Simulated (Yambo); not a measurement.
**Na₃MoO₃F₃: lowest vertical excitons**

```
Na3MoO3F3
1.0
    2.78347     1.60704     4.83540
   -2.78347     1.60704     4.83540
    0.00000    -3.21407     4.83540
O F Na Mo
3 3 3 1
Direct
  0.68868   0.90602   0.25466
  0.25466   0.68868   0.90602
  0.90602   0.25466   0.68868
  0.35979   0.12880   0.82407
  0.82407   0.35979   0.12880
  0.12880   0.82407   0.35979
  0.22602   0.22602   0.22602
  0.50992   0.50992   0.50992
  0.72763   0.72763   0.72763
  0.00022   0.00022   0.00022
```

The geometry is that of Materials Project entry mp-18753, symmetrised and not relaxed again.

BSE in Yambo on LDA (Quantum ESPRESSO, PseudoDojo norm-conserving, 88 Ry, scalar-relativistic) bands: 4×4×4 mesh, 18 valence and 7 conduction bands, static screening with 88 bands and a 3 Ry block, scissor 3.18 eV, Tamm-Dancoff; field along x.

| state | energy (eV) | states within 2 meV | relative strength | class | main transitions |
|---|---|---|---|---|---|
| 1 | 3.98 | 1 | < 0.01 | dark | VB → CB (71 %) |
| 2 | 4.16 | 2 | 0.02 | weak | several band pairs |
| 3 | 4.30 | 2 | < 0.01 | dark | several band pairs |
| 4 | 4.43 | 1 | < 0.01 | dark | several band pairs |
| 5 | 4.46 | 1 | < 0.01 | dark | several band pairs |
| 6 | 4.93 | 1 | < 0.01 | dark | VB−3 → CB (71 %) |
| 7 | 5.04 | 2 | 0.07 | weak | several band pairs |
| 8 | 5.49 | 2 | 1.00 | strong | several band pairs |
| 9 | 5.62 | 1 | < 0.01 | dark | several band pairs |
| 10 | 5.68 | 2 | 0.17 | weak | several band pairs |

These are vertical excitations (zero momentum); the indirect quasiparticle gap, about 7.16 eV, is smaller than the direct one (7.38 eV on the GW mesh). The direct quasiparticle gap on this mesh is 7.38 eV; counted from there, state 1 is bound by 3.40 eV. On a 2×2×2 mesh the same difference is 3.35 eV.

Spin singlets only. Strengths are relative to the strongest of the lowest states of this run; strong means a line over 3 % of the spectrum's maximum, dark under 0.03 %. Absolute energies carry the error of the G0W0 scissor, whose convergence isn't established; the long-wavelength screening was taken along (1,1,1) although the crystal is anisotropic.

Spin-orbit splittings are left out.
